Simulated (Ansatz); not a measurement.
Relaxed-ion elastic tensor of CdF2 (fluorite, space group No. 225) in GPa (Voigt order), PBEsol in the plane-wave PAW code Ansatz; density 6.40 g/cm³, 13.01 Å³ per atom.

```
 182  71.2  71.2   0.0   0.0   0.0
71.2   182  71.2   0.0   0.0   0.0
71.2  71.2   182   0.0   0.0   0.0
 0.0   0.0   0.0  20.3   0.0   0.0
 0.0   0.0   0.0   0.0  20.3   0.0
 0.0   0.0   0.0   0.0   0.0  20.3
```

**Question.** Is the crystal mechanically stable?

**Answer.** Yes: the smallest eigenvalue of C is 20.3 GPa.

**Question.** Work out the Voigt, Reuss and Hill averages.

**Answer.** K_V = 108, K_R = 108, K_H = 108; G_V = 34.4, G_R = 27.2, G_H = 30.8 GPa.

**Question.** Give Young's modulus, Poisson's ratio, Pugh's ratio and the universal anisotropy index.

**Answer.** E = 9KG/(3K + G) = 84.4 GPa; ν = 0.37; K/G = 3.52 (ductile by the Pugh limit of 1.75); A_U = 5G_V/G_R + K_V/K_R − 6 = 1.32.

**Question.** Estimate the sound speeds and the Debye temperature.

**Answer.** v_l = √((K + 4G/3)/ρ) = 4830 m/s, v_t = √(G/ρ) = 2190 m/s, mean 2470 m/s; Θ = (h/k)(3n/4πV)^(1/3) v_m = 313 K.

**Question.** Give the Zener ratio and Young's modulus along [100], [110] and [111].

**Answer.** A = 2C44/(C11 − C12) = 0.37; 1/E = S11 − 2(S11 − S12 − S44/2)Γ with Γ = 0, 1/4, 1/3 gives 142, 67.3, 57.3 GPa.

Space group Fm-3m (fluorite). Symmetry was held in the PBEsol relaxation.

Potentials: the earlier of the program's two PAW sets. The files were generated under PBE; for other functionals the program regenerates the frozen cores, and for LDA and PBEsol the local potential too.
